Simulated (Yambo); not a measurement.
G0W0@PBEsol for Rb2RhAgF6 (space group Fm-3m, No. 225) in Yambo. Reference settings: 2×2×2 Γ-centred k mesh, bands 9 to 335 and a 8 Ry block in the screening, 335 bands in G with the Bruneval-Gonze terminator, plasmon pole fitted at 27.2 eV. The PBEsol gap X → X on this mesh is 1.11 eV; G0W0 gaps are taken between the same points.

With and without the terminator, as bands are cut:

```
bands in G (in W)  gap, terminator (eV)  gap, none (eV)  valence shift, terminator (eV)  valence shift, none (eV)
-----------------  --------------------  --------------  ------------------------------  ------------------------
134 (335)                         3.502           3.472                          -0.947                    -0.322
219 (335)                         3.474           3.435                          -0.947                    -0.574
335 (335)                         3.478           3.469                          -0.949                    -0.748
```

Over this range the gap spans 0.028 eV with the terminator and 0.037 eV without, the valence shift 0.002 eV and 0.426 eV. Neither column has reached its limit for certain.

Spin-orbit coupling is not included.

Geometry of the Materials Project entry, not relaxed at this level; primitive cell a = 6.2540 Å, b = 6.2540 Å, c = 6.2540 Å, α = 60.00°, β = 60.00°, γ = 60.00°.

The structure is a Materials Project entry; no match was found in the copy of COD used, and its stability was not checked.

A shift is the quasiparticle energy of the state minus its PBEsol energy.
